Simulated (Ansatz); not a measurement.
ScMo3C:
```yaml
crystal:
  lattice:
    - [4.18670, 0.00000, 0.00000]
    - [0.00000, 4.18670, 0.00000]
    - [0.00000, 0.00000, 4.18670]
  atoms:
    - { symbol: Sc, position: [0.00000, 0.00000, 0.00000] }
    - { symbol: Mo, position: [0.00000, 0.50000, 0.50000] }
    - { symbol: Mo, position: [0.50000, 0.00000, 0.50000] }
    - { symbol: Mo, position: [0.50000, 0.50000, 0.00000] }
    - { symbol: C, position: [0.50000, 0.50000, 0.50000] }
```

Relaxed with PBEsol. Special points in fractions of this cell's reciprocal vectors: Γ (0.000, 0.000, 0.000); X (0.000, 0.500, 0.000); M (0.500, 0.500, 0.000); R (0.500, 0.500, 0.500).

List the band energies nearest the Fermi level at these points for PBEsol (plane waves, PAW; program Ansatz).

In eV from the Fermi level; about four levels below and three above (degenerate sets whole), none deeper than 8.9 eV; points with the same levels are listed once.

```csv
k,below,above
Γ,-1.71 -1.71 -1.71 -0.27 -0.27 -0.27,1.21 1.21 3.11
X,-2.01 -2.01 -1.44 -0.20,0.72 0.72 0.85
M,-1.46 -1.46 -1.12 -0.96 -0.96,0.00 0.31 1.09
R,-1.94 -1.94 -1.94 -1.03 -1.03 -1.03,0.34 0.34 0.95 0.95 0.95
```

Space group Pm-3m (anti-perovskite). The start of the workflow was typed in or built on a structure type; neither database checked (COD, Materials Project) lists it. Whether it is the stable phase at ambient conditions was not checked. Symmetry was held in the PBEsol relaxation; its stability against distortions is not shown here. No spin polarisation was allowed. Spin–orbit coupling is left out wherever it is not named.

Potentials: the later of the program's two PAW sets.
